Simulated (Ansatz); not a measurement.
Given:

Mo₃S₄:
```cif
data_Mo6S8
_chemical_formula_sum 'Mo6 S8'
_space_group_name_H-M_alt 'P 1'
_space_group_IT_number 1
_cell_length_a 6.34490
_cell_length_b 6.34490
_cell_length_c 6.34490
_cell_angle_alpha 91.101
_cell_angle_beta 91.101
_cell_angle_gamma 91.101
loop_
_space_group_symop_operation_xyz
  'x, y, z'
loop_
_atom_site_label
_atom_site_type_symbol
_atom_site_fract_x
_atom_site_fract_y
_atom_site_fract_z
_atom_site_occupancy
Mo1 Mo 0.21023 0.40571 0.55199 1
Mo2 Mo 0.55199 0.21023 0.40571 1
Mo3 Mo 0.40571 0.55199 0.21023 1
Mo4 Mo 0.78977 0.59429 0.44801 1
Mo5 Mo 0.44801 0.78977 0.59429 1
Mo6 Mo 0.59429 0.44801 0.78977 1
S1 S 0.21963 0.21963 0.21963 1
S2 S 0.78037 0.78037 0.78037 1
S3 S 0.38733 0.13169 0.73702 1
S4 S 0.73702 0.38733 0.13169 1
S5 S 0.13169 0.73702 0.38733 1
S6 S 0.61267 0.86831 0.26298 1
S7 S 0.26298 0.61267 0.86831 1
S8 S 0.86831 0.26298 0.61267 1
```

This is the LDA-relaxed structure.

Question: All from LDA in the plane-wave PAW code Ansatz, unless another level is named. Give the bulk modulus (Birch–Murnaghan fit).

Answer: 82.2 GPa.

Question: And the highest zone-centre frequency?

Answer: 420 cm^-1.

Space group R-3. The workflow started from an entry of the Crystallography Open Database (COD). Its standing as an ambient phase is unchecked. Symmetry was held in the LDA relaxation; of distortions, only those at the zone centre were tested. The run is not spin-polarised. As this level gives no gap, phonon frequencies hold no LO–TO term and depend on the k-mesh and smearing (Fermi–Dirac, 0.1 eV here).

Potentials: the later of the program's two PAW sets.
